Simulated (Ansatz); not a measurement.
**Structure relaxation, Hf**

The start is a generated cell, Hf placed in the beta-Sn structure type. The structure is fully relaxed (lattice and positions, P = 0) with r2SCAN (plane waves to 500 eV, PAW, scalar-relativistic; Ansatz, a first-principles code). The first steps use a coarse 12×12×12 k-mesh.

Starting cell:
```
Hf
1.0
   -2.78491     2.78491     1.51948
    2.78491    -2.78491     1.51948
    2.78491     2.78491    -1.51948
Hf
2
Direct
  0.75000   0.25000   0.50000
  0.00000   0.00000   0.00000
```

```yaml
initial_pressure: "-2.6 GPa (negative: the cell is under tension)"
outcome: The space group stays I4₁/amd (No. 141) (the run could not lower it); the end is AFLOW prototype A_tI4_141_a (A5, as in Sn), with 2 atoms in the primitive cell
energy_released: 0.01 eV/atom
volume_change: -3.0 %, from 23.57 to 22.86 Å³/atom
Shortest distances (start → end): "The closest pairs of elements (up to four, under 3.6 Å), start → end: Hf–Hf 2.89 → 2.86 Å"
band_gap_at_the_end: zero (metallic)
optimiser_moves: 5
```

Final values are on a 18×18×18 k-mesh of the relaxed cell. No spin polarisation in the result.

The run could not lose the symmetry of its start, so the end can be a saddle point.

All atoms sit on sites fixed by symmetry, so only the cell could relax.

The relaxed structure here is a generated cell of Hf: the first start was made by placing the elements on the sites of a structure type, and the end was not matched to a known phase here, so it may be hypothetical. Known forms of Hf include space group No. 194.
